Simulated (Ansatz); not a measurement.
TiSi2 in space group Fddd (No. 70; Ti on 8b, Si on 16f) at seven volumes, DFT-r²SCAN in the program Ansatz with PAW potentials, shape and atoms relaxed at each. One row is withheld.

```tsv
V (Å³/atom)	P (GPa)
12.711	17.06
13.130	?
13.549	4.79
13.968	0.00
14.387	-4.07
14.806	-7.51
15.225	-10.43
```

Problem. Fit the shown pressures and predict the withheld one.

Solution. P = (3/2)B₀(x^(7/2) − x^(5/2))[1 + (3/4)(B′ − 4)(x − 1)] with x = (V₀/V)^(2/3). Least squares on the six rows gives V₀ = 13.968 Å³/atom, B₀ = 147 GPa, B′ = 4.45. At V = 13.130, x = 1.0421 and P = 10.44 GPa. The run itself gave 10.42 GPa.

The cell was relaxed with r²SCAN under the symmetry of its start; of distortions, only those at the zone centre were tested. The run is not spin-polarised.

Potentials: the earlier of the program's two PAW sets.
